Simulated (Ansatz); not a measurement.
**How far is PAW off for Ge?**

```
Ge
1.0
     3.99759    0.00000    0.00000
    -1.99879    3.46201    0.00000
     0.00000    0.00000    6.59938
Ge
4
Direct
  0.66667 0.33333 0.06290
  0.33333 0.66667 0.56290
  0.66667 0.33333 0.43710
  0.33333 0.66667 0.93710
```

Atoms are numbered in the order listed.

Conventional cell: a = 3.998 Å, b = 3.998 Å, c = 6.599 Å, α = 90.00°, β = 90.00°, γ = 120.00°. Ge (atom 1) is surrounded by 4 Ge at 2.45 to 2.47 Å.

The cell is the one relaxed in the Materials Project (mp-1007760), not relaxed further here; entries there can be hypothetical.

Levels of theory: DFT, PBEsol, PAW with Ansatz's default frozen-core files, scalar-relativistic (Ansatz 0.2.0); DFT, PBEsol, all-electron PAW with datasets made for the crystal, scalar-relativistic (Ansatz 0.2.0); DFT, PBEsol, all-electron LAPW, scalar-relativistic (Ansatz 0.2.0).

For PAW: a Γ-centred 11×11×6 k mesh, Fermi–Dirac smearing of 0.05 eV, cutoff 420 eV, no spin polarisation; the PAW files were made with PBE, and the program remakes their frozen cores for this functional. The crystal-made all-electron datasets (AE datasets) take a cutoff of 140 eV at this cell. LAPW targets a basis error of 1 meV/atom. The Ansatz runs share mesh, smearing and spin set-up. Plane-wave (PAW) pressures include the program's estimate of the Pulay term.

Stress and pressure are positive in compression.

In a metal, gradients converge slowly with the k mesh: the values move by tens of per cent from one mesh to another, at times in sign, so only the comparison on one mesh counts.

Levels count from the Fermi level.

| quantity | PAW | AE datasets | LAPW |
| --- | --- | --- | --- |
| pressure (GPa) | -0.05 | -0.05 | -0.05 |
| stress xx (GPa) | -0.01 | -0.01 | -0.01 |
| stress zz (GPa) | -0.13 | -0.13 | -0.13 |
| highest filled level at L (eV) | -2.431 | -2.432 | -2.432 |
| lowest empty level at L (eV) | 0.449 | 0.450 | 0.450 |
| highest filled level at M (eV) | -1.460 | -1.461 | -1.461 |
| lowest empty level at M (eV) | 0.444 | 0.444 | 0.444 |
| highest filled level at Γ (eV) | -0.066 | -0.061 | -0.061 |
| lowest empty level at Γ (eV) | 0.107 | 0.105 | 0.105 |
| field gradient Vzz at Ge1 (10²¹ V/m²) | 0.78 | 0.78 | – |

PAW's pressure differs from the LAPW value by about 0.01 GPa or less.
